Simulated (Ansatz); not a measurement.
Molecular dynamics on a 2×2×2 supercell (24 atoms) of CdF2 (Fm-3m), relaxed with r2SCAN+rVV10. Forces come from PBE in Ansatz 0.2.0: Langevin thermostat and barostat (NPT), 1700 K, steps of 1.5 fs. Classical nuclei, no spin polarisation; a few dozen steps show the first response, not equilibrium.

```yaml
crystal:
  lattice:
    - [0.0, 5.365161998, 5.365161998]
    - [5.365161998, 0.0, 5.365161998]
    - [5.365161998, 5.365161998, 0.0]
  atoms:
    - { symbol: Cd, position: [0.0, 0.0, 0.0] }
    - { symbol: F, position: [0.125, 0.125, 0.125] }
    - { symbol: F, position: [0.375, 0.375, 0.375] }
    - { symbol: Cd, position: [0.0, 0.0, 0.5] }
    - { symbol: F, position: [0.125, 0.125, 0.625] }
    - { symbol: F, position: [0.375, 0.375, 0.875] }
    - { symbol: Cd, position: [0.0, 0.5, 0.0] }
    - { symbol: F, position: [0.125, 0.625, 0.125] }
    - { symbol: F, position: [0.375, 0.875, 0.375] }
    - { symbol: Cd, position: [0.0, 0.5, 0.5] }
    - { symbol: F, position: [0.125, 0.625, 0.625] }
    - { symbol: F, position: [0.375, 0.875, 0.875] }
    - { symbol: Cd, position: [0.5, 0.0, 0.0] }
    - { symbol: F, position: [0.625, 0.125, 0.125] }
    - { symbol: F, position: [0.875, 0.375, 0.375] }
    - { symbol: Cd, position: [0.5, 0.0, 0.5] }
    - { symbol: F, position: [0.625, 0.125, 0.625] }
    - { symbol: F, position: [0.875, 0.375, 0.875] }
    - { symbol: Cd, position: [0.5, 0.5, 0.0] }
    - { symbol: F, position: [0.625, 0.625, 0.125] }
    - { symbol: F, position: [0.875, 0.875, 0.375] }
    - { symbol: Cd, position: [0.5, 0.5, 0.5] }
    - { symbol: F, position: [0.625, 0.625, 0.625] }
    - { symbol: F, position: [0.875, 0.875, 0.875] }
kpoints:
  mp_grid: { grid: [2, 2, 2] }
hamiltonian:
  xc: pbe
scf:
  occupations: { method: fermi_dirac, width: 0.146 }
md:
  ensemble: npt_langevin
  temperature: 1700
  timestep: 1.5
  n_steps: 30
  initial_velocities: maxwell_boltzmann
  seed: 9254
```

Run as `ansatz run input.yaml --threads 4 --pin off --max-ram 3686MiB --backend cpu --events-out ev --progress --plain --runs-dir out`. It took 5.4 min on 4 threads of Arm Neoverse N1, with other jobs on the host; peak host memory 1.6 GiB.

```csv
step,t (fs),T (K),free energy F from step 0 (meV/atom),kinetic energy (meV/atom),pressure (GPa),volume (Å³/atom),largest force (eV/Å)
0,0,1629,0.0,210.6,8.76,12.87,0.00
1,1.5,1692,1.0,218.7,8.87,12.87,0.21
2,3,1688,4.1,218.2,8.98,12.87,0.41
3,4.5,1593,9.0,206.0,9.03,12.87,0.61
4,6,1577,15.4,203.8,9.19,12.88,0.83
5,7.5,1651,23.6,213.4,9.49,12.88,1.07
6,9,1558,33.1,201.3,9.66,12.89,1.32
7,10.5,1545,43.3,199.7,9.93,12.89,1.59
8,12,1459,54.2,188.6,10.12,12.91,1.87
9,13.5,1372,65.6,177.3,10.33,12.92,2.14
10,15,1313,77.3,169.7,10.57,12.93,2.40
11,16.5,1240,88.8,160.3,10.80,12.94,2.61
12,18,1078,99.4,139.4,10.92,12.96,2.78
13,19.5,977,108.7,126.3,11.04,12.97,2.92
14,21,929,116.3,120.1,11.13,12.99,2.99
15,22.5,908,122.4,117.4,11.17,13.01,3.01
16,24,859,126.7,111.1,11.09,13.04,2.98
17,25.5,846,128.8,109.4,10.96,13.08,2.90
18,27,881,129.3,113.8,10.81,13.11,2.78
19,28.5,832,128.4,107.5,10.51,13.15,2.87
20,30,843,126.2,108.9,10.20,13.19,3.00
21,31.5,994,123.1,128.5,10.00,13.23,3.12
22,33,912,119.6,117.9,9.55,13.27,3.16
23,34.5,919,116.2,118.8,9.20,13.32,3.15
24,36,995,112.6,128.6,8.90,13.36,3.12
25,37.5,1075,109.2,138.9,8.60,13.41,3.08
26,39,1019,106.0,131.8,8.16,13.46,3.03
27,40.5,1070,103.2,138.3,7.84,13.50,2.96
28,42,1100,101.2,142.2,7.50,13.55,2.91
29,43.5,990,99.7,128.0,7.01,13.60,2.86
30,45,908,98.6,117.4,6.56,13.65,2.81
```

The temperature starts at 1629 K, is lowest at step 19 (832 K, 28.5 fs) and ends at 908 K. The thermostat hasn't had time to restore it. The atoms start on their lattice sites with kinetic energy alone, so much of it first passes into potential energy.

Positions (Å) and forces (eV/Å) at step 30:
```
cell (Å): 0.000 5.472 5.472; 5.472 0.000 5.472; 5.472 5.472 0.000
Cd   0.126   0.065  -0.201     0.471  -0.359  -0.434
F    1.555   1.402   1.475    -0.066   0.108  -0.931
F    4.176   3.734   4.233    -0.508   0.368   0.678
Cd   2.647   2.747  -0.013     0.482   0.223   0.138
F    3.807   3.927   1.508     0.108   0.260  -0.371
F    6.782   6.840   4.011    -0.001   0.306   0.332
Cd   2.560  -0.044   2.879     0.172   0.311   0.862
F    3.967   1.168   4.269    -0.173  -0.021  -0.694
F    6.675   4.358   6.939    -0.272  -0.856  -0.067
Cd   5.419   2.841   2.710    -0.400  -0.582   0.423
F    6.572   4.147   4.331     1.551  -0.214  -0.793
F    9.789   6.732   6.697    -0.120   0.388   0.427
Cd  -0.077   2.433   2.668     0.513   1.955   0.881
F    1.588   4.201   4.067    -0.047   0.080   0.301
F    4.472   7.000   6.682    -1.066   0.812   0.570
Cd   2.823   5.571   2.499    -0.832  -0.943   1.238
F    4.109   6.482   4.110    -0.657   0.862  -0.870
F    6.540   9.552   6.740     0.406   0.560   0.364
Cd   2.706   2.840   5.686     1.165   1.390  -2.150
F    3.925   4.549   7.104     0.274  -1.590  -0.850
F    6.880   6.990   9.382     0.106   0.060   0.420
Cd   5.530   5.666   5.519     0.166  -1.404   0.270
F    7.075   6.959   6.731    -0.400  -0.456   0.684
F    9.841   9.493   9.739    -0.872  -1.256  -0.427
```
